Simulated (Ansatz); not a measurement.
Values for one crystal, relaxed and computed with plane-wave PAW PBEsol (Ansatz code); other levels are named.

Volume per atom: 10.41 Å³
Electronic character: metallic (no gap)
Formation energy from the elements (no fitted shifts): -0.13 eV/atom
Elastic constants (relaxed ions, GPa): C11 = 398, C12 = 133, C44 = 46.0
Zone-centre stability: no imaginary mode at Γ
Mechanical stability: stable (all eigenvalues of C positive)
Poisson's ratio: 0.35

Problem. Which of these materials gives this?
A) GaSb, P6_422 (Ga on 3c, Sb on 3d)
B) NiS, R3m (Ni on 9b, S on 9b)
C) GaNi3C, anti-perovskite
D) Ti2AlC, P6_3/mmc (Ti on 4f, Al on 2d, C on 2a)

Solution. C, GaNi3C, anti-perovskite

Space group Pm-3m (anti-perovskite). The cell is a constructed one: a structure type filled with these elements; the Crystallography Open Database copy checked does not list it. Whether it is the stable phase at ambient conditions was not checked. The cell was relaxed with PBEsol under the symmetry of its start. The workflow began spin-polarised and lost its moments. As this level gives no gap, shear constants depend on the k-mesh and smearing (Fermi–Dirac, 0.1 eV here). The references are the lowest solids computed at this level, not always the standard phases. Scalar-relativistic: spin–orbit coupling is off unless named, which matters more the heavier the elements.

Potentials: the later of the program's two PAW sets.
